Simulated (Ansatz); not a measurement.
A relaxed database cell of CaC$_{2}$: C2/c (No. 15), mS12; a = 6.5945 Å, b = 4.1655 Å, c = 7.3313 Å, α = γ = 90.00°, β = 106.70°; Ca 4e (0.000, 0.177, 0.750); C 8f (0.283, 0.140, 0.559). Computed with r2SCAN (plane waves to 500 eV, PAW, scalar-relativistic; Ansatz, a quantum-chemistry and plane-wave program). Element references, the lowest calculated here: Ca (Fm-3m), C (R-3m).

Total energies (eV/atom, σ → 0; comparable only within this code, potentials and settings):

```tsv
phase	E (eV/atom)
CaC2 (C2/c)	-775.147
Ca (Fm-3m)	-1821.674
C (R-3m)	-251.669
```

Task: What is the formation energy of this C2/c form of CaC2 from the elements?

Result: E_f = -775.147 − [1 × (-1821.674) + 2 × (-251.669)] / 3 = -0.14 eV/atom (-0.4 eV per formula unit).

A lower structure of this composition may exist.

Static energies, no anion corrections, no zero-point energy. Values are rounded to 0.01 eV/atom. Not shown to be the ambient phase of their composition (a lower form may be missing, and a cell relaxed within its start's symmetry can be a saddle point): CaC2 (C2/c). The compounds carry no spin polarisation.
